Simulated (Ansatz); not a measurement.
Question: Each is relaxed and computed with plane-wave PAW r²SCAN (Ansatz code). Which is the only metal?
A. Cs2P2Pd, Cmcm (Cs on 4c, Cs on 4c, P on 8g, Pd on 4a)
B. EuPAu, P6_3/mmc (P on 2c, Eu on 2a, Au on 2d)
C. Ba4P2O, Cmce (Ba on 8f, Ba on 8e, P on 8f, O on 4a)
D. PNO, I2_12_12_1 (P on 4c, N on 4a, O on 4b)

Answer: B, EuPAu, P6_3/mmc (P on 2c, Eu on 2a, Au on 2d). EuPAu: metal; PNO: gap 5.81 eV (indirect); Ba4P2O: gap 1.28 eV (direct); Cs2P2Pd: gap 1.16 eV (indirect). Caveat: open 4f shells can settle in a state that is not the lowest. Spin orders computed, not proven ground states: EuPAu, P6_3/mmc (P on 2c, Eu on 2a, Au on 2d) ferromagnetic. Standing as an ambient phase not checked: EuPAu, P6_3/mmc (P on 2c, Eu on 2a, Au on 2d); PNO, I2_12_12_1 (P on 4c, N on 4a, O on 4b); Ba4P2O, Cmce (Ba on 8f, Ba on 8e, P on 8f, O on 4a); Cs2P2Pd, Cmcm (Cs on 4c, Cs on 4c, P on 8g, Pd on 4a). All cells were relaxed under the symmetry of their starts (and spin orders); stability against distortions was not tested throughout. Rows with no word on spin ran without spin polarisation. No Hubbard U is applied. Scalar-relativistic: spin–orbit coupling is off unless named, which matters more the heavier the elements.

Potentials: the later of the program's two PAW sets.
